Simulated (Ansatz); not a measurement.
AgBr (rock salt)

```
AgBr
1.0
    0.00000     2.83697     2.83697
    2.83697     0.00000     2.83697
    2.83697     2.83697     0.00000
Br Ag
1 1
Direct
  0.00000   0.00000   0.00000
  0.50000   0.50000   0.50000
```

The slice is a {100} plane (indices of the conventional cell) through the point (0.500, 0.500, 0.500) (fractional), spanned by u = [100] and v = [0 1 -1] in vectors of this cell: u (4.01 Å) and v (4.01 Å, at 90° to u). It covers one period; positions are fractions (u, v).

Method: PBEsol (plane waves to 420 eV, PAW, scalar-relativistic; Ansatz, a program for electronic structure). k mesh 10×10×10. Near the nuclei the fields are pseudised (PAW); where an atom keeps semicore shells as valence, they peak there. AgBr was relaxed with its symmetry unable to fall.

Three fields on this plane, each scaled to ten steps between its own extremes (0 low, 9 high; the total valence density on a logarithmic scale, the potential cut 8 eV below its top; x marks points blanked near nuclei; v = 0 in the bottom row):

Map A
```
|xxxxxx0468999998640xxxxx|
|xxxxxx0478999998740xxxxx|
|xxxxxx2578889888752xxxxx|
|xxxxx046777777777640xxxx|
|xxxx03566654445666530xxx|
|000245654310001345654200|
|344566541xxxxxxx14566544|
|67777641xxxxxxxxx1467777|
|8888763xxxxxxxxxxx367888|
|9998751xxxxxxxxxxx157899|
|9998740xxxxxxxxxxx047899|
|9999740xxxxxxxxxxx047999|
|9998740xxxxxxxxxxx047899|
|9998751xxxxxxxxxxx157899|
|8888763xxxxxxxxxxx367888|
|67777641xxxxxxxxx1467777|
|344566541xxxxxxx14566544|
|000245654310001345654200|
|xxxx03566654445666530xxx|
|xxxxx046777777777640xxxx|
|xxxxxx2578889888752xxxxx|
|xxxxxx0478999998740xxxxx|
|xxxxxx0468999998640xxxxx|
|xxxxxx0368999998630xxxxx|
```

Map B
```
|xxxxxx2100000000012xxxxx|
|xxxxxx2100001000012xxxxx|
|xxxxxx1001223221001xxxxx|
|xxxxx100134565431001xxxx|
|xxxx11013678887631011xxx|
|222100146899999864100122|
|111001479xxxxxxx97410011|
|00001369xxxxxxxxx9631000|
|0001368xxxxxxxxxxx863100|
|0002479xxxxxxxxxxx974200|
|0002589xxxxxxxxxxx985200|
|0013689xxxxxxxxxxx986310|
|0002589xxxxxxxxxxx985200|
|0002479xxxxxxxxxxx974200|
|0001368xxxxxxxxxxx863100|
|00001369xxxxxxxxx9631000|
|111001479xxxxxxx97410011|
|222100146899999864100122|
|xxxx11013678887631011xxx|
|xxxxx100134565431001xxxx|
|xxxxxx1001223221001xxxxx|
|xxxxxx2100001000012xxxxx|
|xxxxxx2100000000012xxxxx|
|xxxxxx2100000000012xxxxx|
```

Map C
```
|xxxxxx9632100012369xxxxx|
|xxxxxx8632111112368xxxxx|
|xxxxxx7543333333457xxxxx|
|xxxxx865445555544568xxxx|
|xxxx87656677777665678xxx|
|998766667899999876666789|
|666555689xxxxxxx98655566|
|33344679xxxxxxxxx9764433|
|2223468xxxxxxxxxxx864322|
|0113579xxxxxxxxxxx975311|
|0013579xxxxxxxxxxx975310|
|0013579xxxxxxxxxxx975310|
|0013579xxxxxxxxxxx975310|
|0113579xxxxxxxxxxx975311|
|2223468xxxxxxxxxxx864322|
|33344679xxxxxxxxx9764433|
|666555689xxxxxxx98655566|
|998766667899999876666789|
|xxxx87656677777665678xxx|
|xxxxx865445555544568xxxx|
|xxxxxx7543333333457xxxxx|
|xxxxxx8632111112368xxxxx|
|xxxxxx9632100012369xxxxx|
|xxxxxx9632000002369xxxxx|
```

Task: Assign the maps to these fields: electron localisation function (ELF); valence electron density; electrostatic potential energy of an electron, from the cell's mean.

Result: A is the electrostatic potential energy of an electron, from the cell's mean; B is the electron localisation function (ELF); C is the valence electron density.
